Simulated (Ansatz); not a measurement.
## Te2Mo (P6_3/mmc), two-dimensional strain map

Method: Ansatz 0.2.0, DFT r2SCAN, scalar-relativistic, plane waves, PAW. The runs took a 500 eV cutoff, a Γ-centred 12×12×2 mesh and Gaussian smearing (0.05 eV). No spin polarisation. Energies are free energies at this smearing, counted from the undisturbed cell; pressure is positive in compression.

The starting cell (relaxed at this level):

```xyz
6
Lattice="3.5635 0.0000 0.0000 -1.7818 3.0861 0.0000 0.0000 0.0000 14.7262" Properties=species:S:1:pos:R:3 pbc="T T T"
Te    0.0000    2.0574    9.2552
Te    1.7818    1.0287    1.8921
Te    0.0000    2.0574   12.8341
Te    1.7818    1.0287    5.4710
Mo    0.0000    2.0574    3.6816
Mo    1.7818    1.0287   11.0447
```

The cell holds layers and no dispersion correction was added, so their binding is poorly described.

The cell is strained by p along both x and y and by q along z, fractional coordinates fixed. Points are written (p, q).

Energy above the undisturbed cell in meV/atom (a dash: not computed):

```csv
p \ q,-0.050,-0.025,0.000,0.025,0.050
-0.050,?,137.8,92.2,?,70.1
-0.025,99.1,–,–,–,–
0.000,?,–,0.0,–,36.0
0.050,61.6,–,71.5,–,147.3
```

**Question.** Fill in the withheld energies.

**Answer.** (-0.050, -0.050): 210.4; (-0.050, 0.025): 70.6; (0.000, -0.050): 43.1.

Cost: 12 runs of about 12 core-minutes in all, on Intel Xeon Processor @ 2.50GHz (Skylake/Cascade Lake) (shared hosts).